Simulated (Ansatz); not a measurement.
SiS2:
Space group Ibam (No. 72); a = 5.542 Å, b = 9.648 Å, c = 5.523 Å, α = β = γ = 90.00°

```tsv
atom	site	symmetry	x	y	z
S	8j	..m	0.2098	0.1174	0.0000
Si	4a	222	0.0000	0.0000	0.2500
```
(The calculation used a cell of 6 atoms; values per cell refer to that cell.)

Relaxed with r²SCAN+D4. r²SCAN+D4 (plane waves, PAW; program Ansatz) gives a gap of 3.16 eV.

Q: What gap does HSE06 give on the same cell (Ansatz, PAW)?

A: 3.87 eV, 0.71 eV more. The hybrid was solved on a coarser mesh and at special points; its gap is the smallest among all of these.

```csv
k,v1 r²SCAN+D4,c1 r²SCAN+D4,v1 HSE06,c1 HSE06
Γ,-0.57,3.87,-0.59,4.54
X,-0.29,3.22,…,…
S,-0.77,3.85,-0.76,4.58
R,-0.66,3.76,-0.68,4.48
T,-0.05,4.46,…,…
W,-0.82,3.86,…,…
Σ0,-0.05,3.89,…,…
Λ0,-0.88,3.30,-0.92,4.01
```

Q: Top valence (v1) and lowest conduction level (c1) in eV from each method's valence maximum (which need not be a listed point): supply the withheld HSE06 values.

A: 
- X, v1 HSE06: -0.30
- X, c1 HSE06: 3.95
- Σ0, v1 HSE06: -0.05
- Σ0, c1 HSE06: 4.65
- W, v1 HSE06: -0.86
- W, c1 HSE06: 4.60
- T, v1 HSE06: -0.05
- T, c1 HSE06: 5.24

Cost on shared cores: the r²SCAN+D4 run (SCF on a 7×7×7 mesh, then bands and DOS) roughly 2.2 core-minutes, the HSE06 run (SCF on 4×4×4, then a few points) around 3 core-minutes (rough); the tasks are unlike.

The cell was relaxed with r²SCAN+D4 under the symmetry of its start.

Potentials: the later of the program's two PAW sets.
